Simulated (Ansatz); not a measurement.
Profile along the Te–Pb line in PbTe (rock salt)

PbTe (rock salt)

```cif
data_PbTe
_chemical_formula_sum 'Te1 Pb1'
_space_group_name_H-M_alt 'P 1'
_space_group_IT_number 1
_cell_length_a 4.62074
_cell_length_b 4.62074
_cell_length_c 4.62074
_cell_angle_alpha 60.000
_cell_angle_beta 60.000
_cell_angle_gamma 60.000
loop_
_space_group_symop_operation_xyz
  'x, y, z'
loop_
_atom_site_label
_atom_site_type_symbol
_atom_site_fract_x
_atom_site_fract_y
_atom_site_fract_z
_atom_site_occupancy
Te1 Te 0.00000 0.00000 0.00000 1
Pb1 Pb 0.50000 0.50000 0.50000 1
```

Fields along a shortest Te–Pb line of a {100} plane (3.27 Å), from Te to Pb, interpolated on the slice's grid (step about 0.2 Å). All values below come from r2SCAN (plane waves to 500 eV, PAW, scalar-relativistic; Ansatz, an electronic-structure program). k mesh 9×9×9. Inside the PAW spheres the values are not all-electron values, and peaks at nuclei hang on which shells count as valence. PbTe was relaxed with its symmetry unable to fall. Spin-orbit coupling is left out, though Pb and Te are heavy.

```tsv
distance from Te (Å)	valence electron density (e/Å³)	electron localisation function	density of the highest valence band (e/Å³)	density of the lowest conduction band (e/Å³)
0.00	17.58	x	0.002	0.011
0.33	11.64	x	0.006	0.022
0.65	2.89	0.29	0.062	0.046
0.98	0.63	0.55	0.099	0.039
1.31	0.31	0.67	0.061	0.022
1.64	0.19	0.37	0.032	0.026
1.96	0.25	0.27	0.025	0.046
2.29	0.72	0.41	0.037	0.050
2.62	2.74	0.30	0.050	0.009
2.94	7.05	x	0.046	0.049
3.27	10.33	x	0.020	0.002
```

x: too close to a nucleus for the ELF to mean much. Band densities are of whole bands, smooth part only.

Density on the Te–Pb line (3.27 Å) at its density minimum, 1.7 Å from Te: 0.19 e/Å³. ELF at that point: 0.3. ELF maximum in the middle third of the Te–Pb line: 0.67, 1.3 Å from Te.
